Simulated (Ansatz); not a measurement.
An element in the diamond structure gives these cold pressures by all-electron LAPW under LDA (Ansatz 0.2.0, scalar-relativistic, no spin polarisation).

```csv
V (Å³/atom),P (GPa)
154.54,0.01
136.00,0.14
120.54,0.27
105.09,0.40
89.63,0.56
77.27,0.82
66.45,1.56
```

**Question.** Which element is it?

**Answer.** Cs. Its zero-pressure volume in this structure is near 154.5 Å³/atom; the volume and the steepness of P(V) together point to it, though neighbours can come close. Other candidates weren't computed, and some may come near.
